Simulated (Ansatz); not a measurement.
Relaxed-ion elastic tensor of Ge (diamond, space group No. 227) in GPa (Voigt order), r²SCAN+D4 in the plane-wave PAW code Ansatz; density 5.34 g/cm³, 22.60 Å³ per atom.

|  | 1 | 2 | 3 | 4 | 5 | 6 |
|---|---|---|---|---|---|---|
| 1 | 130 | 45.9 | 45.9 | 0.0 | 0.0 | 0.0 |
| 2 | 45.9 | 130 | 45.9 | 0.0 | 0.0 | 0.0 |
| 3 | 45.9 | 45.9 | 130 | 0.0 | 0.0 | 0.0 |
| 4 | 0.0 | 0.0 | 0.0 | 68.7 | 0.0 | 0.0 |
| 5 | 0.0 | 0.0 | 0.0 | 0.0 | 68.7 | 0.0 |
| 6 | 0.0 | 0.0 | 0.0 | 0.0 | 0.0 | 68.7 |

### Question
Is the crystal mechanically stable?

### Answer
Yes: the smallest eigenvalue of C is 68.7 GPa.

### Question
Work out the Voigt, Reuss and Hill averages.

### Answer
K_V = 73.8, K_R = 73.8, K_H = 73.8; G_V = 58.0, G_R = 54.7, G_H = 56.4 GPa.

### Question
Give Young's modulus, Poisson's ratio, Pugh's ratio and the universal anisotropy index.

### Answer
E = 9KG/(3K + G) = 135 GPa; ν = 0.20; K/G = 1.31 (brittle by the Pugh limit of 1.75); A_U = 5G_V/G_R + K_V/K_R − 6 = 0.30.

### Question
Estimate the sound speeds and the Debye temperature.

### Answer
v_l = √((K + 4G/3)/ρ) = 5280 m/s, v_t = √(G/ρ) = 3250 m/s, mean 3590 m/s; Θ = (h/k)(3n/4πV)^(1/3) v_m = 378 K.

### Question
Give the Zener ratio and Young's modulus along [100], [110] and [111].

### Answer
A = 2C44/(C11 − C12) = 1.64; 1/E = S11 − 2(S11 − S12 − S44/2)Γ with Γ = 0, 1/4, 1/3 gives 106, 140, 157 GPa.

### Question
Solve the Christoffel equation for the three sound speeds along [100], [110], [111].

### Answer
Eigenvalues of C_ijkl n_j n_l equal ρv². In km/s, slowest first: [100] 3.59, 3.59, 4.93; [110] 2.80, 3.59, 5.42; [111] 3.09, 3.09, 5.57.

Space group Fd-3m (diamond). Symmetry was held in the r²SCAN+D4 relaxation. The volume moved by -24 % from the start of the relaxation.

Potentials: the earlier of the program's two PAW sets.
